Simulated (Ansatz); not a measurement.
GaIr:
```cif
data_GaIr
_chemical_formula_sum 'Ir1 Ga1'
_space_group_name_H-M_alt 'P 1'
_space_group_IT_number 1
_cell_length_a 3.02629
_cell_length_b 3.02629
_cell_length_c 3.02629
_cell_angle_alpha 90.000
_cell_angle_beta 90.000
_cell_angle_gamma 90.000
loop_
_space_group_symop_operation_xyz
  'x, y, z'
loop_
_atom_site_label
_atom_site_type_symbol
_atom_site_fract_x
_atom_site_fract_y
_atom_site_fract_z
_atom_site_occupancy
Ir1 Ir 0.50000 0.50000 0.50000 1
Ga1 Ga 0.00000 0.00000 0.00000 1
```

Relaxed with r²SCAN.

Task: Which orbitals make up the states near the Fermi level in plane-wave PAW r²SCAN (Ansatz code)?

Result: Within 0.5 eV of the Fermi level: Ir 5d 68 %, Ga 4p 17 %, Ga 4s 8 %. Projections are on Löwdin-orthogonalised atomic valence shells; empty p or d shells of many metals are not among them.

Task: Tabulate the density of states.

Result: States/eV per cell of 2 atoms, in 0.25 eV bins, energy from the Fermi level.

```csv
E (eV),total,Ir 5d,Ga 4p,Ga 4s
-7.85,0.34,0.14,0.10,0.08
-7.60,0.32,0.12,0.11,0.06
-7.35,0.32,0.11,0.12,0.05
-7.10,0.36,0.13,0.14,0.05
-6.85,0.62,0.28,0.22,0.05
-6.60,0.89,0.45,0.31,0.06
-6.35,1.43,0.75,0.48,0.07
-6.10,1.67,0.92,0.54,0.07
-5.85,1.25,0.75,0.36,0.06
-5.60,1.08,0.70,0.27,0.05
-5.35,1.82,1.45,0.27,0.04
-5.10,1.86,1.54,0.27,0.01
-4.85,2.13,1.73,0.36,0.00
-4.60,1.16,0.85,0.28,0.00
-4.35,0.79,0.55,0.22,0.00
-4.10,1.52,1.18,0.29,0.01
-3.85,3.32,2.71,0.48,0.02
-3.60,1.69,1.45,0.15,0.02
-3.35,1.97,1.69,0.18,0.02
-3.10,2.28,1.95,0.23,0.01
-2.85,2.11,1.81,0.18,0.01
-2.60,2.56,2.30,0.15,0.01
-2.35,2.40,2.14,0.16,0.01
-2.10,1.86,1.65,0.14,0.01
-1.85,1.63,1.45,0.12,0.01
-1.60,0.72,0.57,0.10,0.01
-1.35,0.42,0.28,0.09,0.02
-1.10,0.40,0.26,0.07,0.02
-0.85,0.32,0.19,0.06,0.03
-0.60,0.26,0.15,0.05,0.03
-0.35,0.29,0.17,0.04,0.05
-0.10,0.41,0.28,0.05,0.06
0.15,1.38,1.00,0.21,0.08
0.40,1.48,1.00,0.29,0.09
0.65,1.04,0.59,0.26,0.10
0.90,0.91,0.44,0.25,0.12
1.15,0.72,0.30,0.22,0.12
1.40,0.62,0.22,0.21,0.12
1.65,0.59,0.18,0.21,0.13
1.90,0.54,0.15,0.20,0.12
2.15,0.51,0.13,0.19,0.13
2.40,0.48,0.11,0.17,0.13
2.65,0.49,0.11,0.17,0.15
2.90,0.62,0.14,0.15,0.20
3.15,1.14,0.26,0.19,0.34
3.40,0.88,0.19,0.21,0.25
3.65,0.84,0.17,0.25,0.22
3.90,0.80,0.14,0.27,0.19
4.15,0.72,0.11,0.25,0.15
4.40,0.68,0.10,0.25,0.13
4.65,0.70,0.10,0.28,0.11
```

Space group Pm-3m (CsCl type). The workflow started from an entry of the Crystallography Open Database (COD). Whether it is the stable phase at ambient conditions was not checked. Symmetry was held in the r²SCAN relaxation; its stability against distortions is not shown here. No spin polarisation was allowed. Spin–orbit coupling is left out wherever it is not named.

Potentials: the later of the program's two PAW sets.
